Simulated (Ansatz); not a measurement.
HfO2:
```yaml
crystal:
  lattice:
    - [0.00000, 2.52830, 2.52830]
    - [2.52830, 0.00000, 2.52830]
    - [2.52830, 2.52830, 0.00000]
  atoms:
    - { symbol: Hf, position: [0.00000, 0.00000, 0.00000] }
    - { symbol: O, position: [0.75000, 0.75000, 0.75000] }
    - { symbol: O, position: [0.25000, 0.25000, 0.25000] }
```

Relaxed with HSE06.

Question: Give the Bader charges and basin volumes of the independent atoms, HSE06 in the plane-wave PAW code Ansatz.

Answer: 

| atom | Bader charge (e) | Bader volume (Å³) |
|---|---|---|
| Hf1 | +2.82 | 9.5 |
| O2 | -1.41 | 11.4 |

Space group Fm-3m (fluorite). This is a known high-temperature phase of the composition, computed here at zero pressure and temperature. The cell was relaxed with HSE06 under the symmetry of its start; its stability against distortions is not shown here. No spin polarisation was allowed. Spin–orbit coupling is left out wherever it is not named.

Potentials: the earlier of the program's two PAW sets.
